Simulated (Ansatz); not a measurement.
A geometry of Ir away from equilibrium: the start of the relaxation of a relaxed Ir cell, doubled along one cell vector, shaken by Gaussian noise of σ = 0.08 Å a coordinate. Method: PBEsol (plane waves to 420 eV, PAW, scalar-relativistic; Ansatz, a first-principles code). Γ-centred k-mesh 7×14×14 on the run's cell (coarser than for final values), Fermi–Dirac smearing 0.05 eV.

```xyz
2
Lattice="0.0000 3.8305 3.8305 1.9152 0.0000 1.9152 1.9152 1.9152 0.0000" Properties=species:S:1:pos:R:3 pbc="T T T"
Ir     0.0265     0.0986    -0.0119
Ir     0.0484     1.7481     1.9343
```

Question: What forces act on the atoms (eV/Å)?

Answer: 
```tsv
atom	Fx	Fy	Fz
Ir1	1.10	-2.12	-0.74
Ir2	-1.10	2.12	0.74
```

Question: What is the pressure?

Answer: +6.9 GPa, compression positive.

Question: How much energy per atom can still be gained by relaxing?

Answer: 0.13 to 0.14 eV/atom (the two k-meshes of the run give this range); the path ends in Fm-3m (No. 225) (fcc (Cu type)).

No spin polarisation in the result.

The run could not lose the symmetry of its start.
